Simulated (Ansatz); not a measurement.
An elastic tensor (GPa, Voigt order, standard axes) from plane-wave PAW r²SCAN (Ansatz code):

```
438  198  113  0.0  0.0  0.0
198  438  113  0.0  0.0  0.0
113  113  570  0.0  0.0  0.0
0.0  0.0  0.0  109  0.0  0.0
0.0  0.0  0.0  0.0  109  0.0
0.0  0.0  0.0  0.0  0.0  120
```

Which compound is it?
(A) Si3N4, P6_3/m (Si on 6h, N on 2c, N on 6h)
(B) PbS, NiAs type
(C) SrO, P6_3/mmc (Sr on 2d, O on 2c)
(D) TiAl, P-6m2 (Ti on 1a, Al on 1d)

A, Si3N4, P6_3/m (Si on 6h, N on 2c, N on 6h)

The r²SCAN relaxation kept the symmetry of its start; phonons on a q-mesh show no instability.

Potentials: the later of the program's two PAW sets.
